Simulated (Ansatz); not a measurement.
How stiff is this cell of Si₂W?

Cell: a structure deposited in the COD whose atoms were relaxed with PBE, the cell held.

```
Si W
1.0
    -1.60690    1.60690    3.91495
     1.60690   -1.60690    3.91495
     1.60690    1.60690   -3.91495
Si W
2 1
Cartesian
  0.0000 0.0000 2.6182
  0.0000 0.0000 5.2117
  0.0000 0.0000 0.0000
```

Sites (sets of like atoms) are named by element and the number of their first atom in this list.

Method: Kohn–Sham DFT in Ansatz, PBE, plane waves and PAW, scalar-relativistic, 420 eV cutoff, Γ-centred 20×20×20 k-points, Fermi–Dirac smearing 0.05 eV.

The cell is stretched along z (the third Cartesian axis of the run's cell), x and y held, and the ions relax again each time. Tension counts as positive.

| strain along z (%) | stress along z (GPa) | stress along x (GPa) |
| --- | --- | --- |
| -3 | -22.7 | -6.4 |
| -2 | -15.8 | -5.2 |
| -1 | -9.4 | -4.1 |
| 0 | -3.5 | -3.1 |
| +1 | 1.8 | -2.1 |
| +2 | ? | ? |
| +3 | 11.0 | -0.2 |

Task: Estimate the row at +2 % from the others.

Result: stress along z (GPa): 6.6; stress along x (GPa): -1.1. Worked: parabolas through the other 6 rows give 6.7 and -1.1 GPa at +2 %. Their slopes at zero strain are 561 GPa (the stiffness along z) and 103 GPa (the coupling of z to x). They hold at this cell, where the calculated pressure is 3.2 GPa, and with no gap in the run.

All values belong to this cell and structure model.
